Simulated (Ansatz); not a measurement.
YAlGe:
```cif
data_Al4Ge4Y4
_chemical_formula_sum 'Y4 Ge4 Al4'
_space_group_name_H-M_alt 'Cmcm'
_space_group_IT_number 63
_space_group_name_Hall '-C 2c 2'
_cell_length_a 4.03500
_cell_length_b 10.46868
_cell_length_c 5.75723
_cell_angle_alpha 90.000
_cell_angle_beta 90.000
_cell_angle_gamma 90.000
loop_
_atom_site_label
_atom_site_type_symbol
_atom_site_symmetry_multiplicity
_atom_site_Wyckoff_symbol
_atom_site_fract_x
_atom_site_fract_y
_atom_site_fract_z
_atom_site_occupancy
Y1 Y 4 c 0.00000 0.31016 0.25000 1
Ge1 Ge 4 c 0.00000 0.60503 0.25000 1
Al1 Al 4 a 0.00000 0.00000 0.00000 1
```
(The calculation used a cell of 6 atoms; values per cell refer to that cell.)

Relaxed at zero pressure with DFT-r²SCAN in the program Ansatz with PAW potentials.

Problem. The volume is raised by 6 % and shape and atoms relax at that volume. What pressure results, and how do the axes share the change?

Solution. -4.5 GPa; a 1.9 %, b 2.2 %, c 1.8 %; the energy rises by 18 meV/atom.

Problem. Give the new structure.

Solution. 
Space group Cmcm (No. 63); a = 4.1122 Å, b = 10.6940 Å, c = 5.8620 Å, α = 90.00°, β = 90.00°, γ = 90.00°

| atom | site | symmetry | x | y | z |
|---|---|---|---|---|---|
| Y | 4c | m2m | 0.0000 | 0.3120 | 0.2500 |
| Ge | 4c | m2m | 0.0000 | 0.6059 | 0.2500 |
| Al | 4a | 2/m.. | 0.0000 | 0.0000 | 0.0000 |

The phase is kept; no other phase was compared at this pressure.

The workflow started from an entry of the Crystallography Open Database (COD). Whether it is the stable phase at ambient conditions was not checked. The r²SCAN relaxation kept the symmetry of its start; whether a distortion lowers the energy is not shown. The run is not spin-polarised.

Potentials: the later of the program's two PAW sets.
